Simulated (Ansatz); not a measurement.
CaO in space group P6_3/mmc (No. 194; Ca on 2d, O on 2c), plane-wave PAW LDA (Ansatz code). The conduction-band minimum lies at Γ, with 1 equivalent valley. Second derivatives d²E/dk² of the lowest band at one valley (eV·Å²), along Cartesian directions:

| direction | d²E/dk² |
|---|---|
| [100] | 19.76 |
| [010] | 19.76 |
| [001] | 13.54 |
| [110] | 19.76 |
| [101] | 16.65 |
| [011] | 16.65 |

Question: Find the principal effective masses, the density-of-states mass and the conductivity mass.

Answer: Off-diagonal terms follow from H_xy = H[110] − (H_xx + H_yy)/2, and m*/mₑ = 7.620 eV·Å² over each eigenvalue: 0.39, 0.39, 0.56. One valley's DOS mass (m₁m₂m₃)^(1/3) = 0.44, conductivity mass 3/(Σ 1/mᵢ) = 0.43 mₑ.

Question: What effective density of states Nc follows at 300 K for parabolic valleys?

Answer: Nc = 2.509e19 × 1 × (0.44)^(3/2) ≈ 7.3e18 cm⁻³.

Question: With the computed static dielectric constant 8.86 (mean of the diagonal), estimate a hydrogenic donor's binding energy and radius.

Answer: E = 13.606 eV × 0.43/8.86² ≈ 75 meV; a = 0.529 Å × ε/m* ≈ 11 Å. Semilocal masses tend to be too small where the gap is.

The first step of the workflow began from a Materials Project structure, measured or hypothetical; the Crystallography Open Database copy checked does not list it. It is not the phase usual at ambient conditions (space group No. 225). Symmetry was held in the LDA relaxation; phonons on a q-mesh show no instability.

Potentials: the later of the program's two PAW sets.
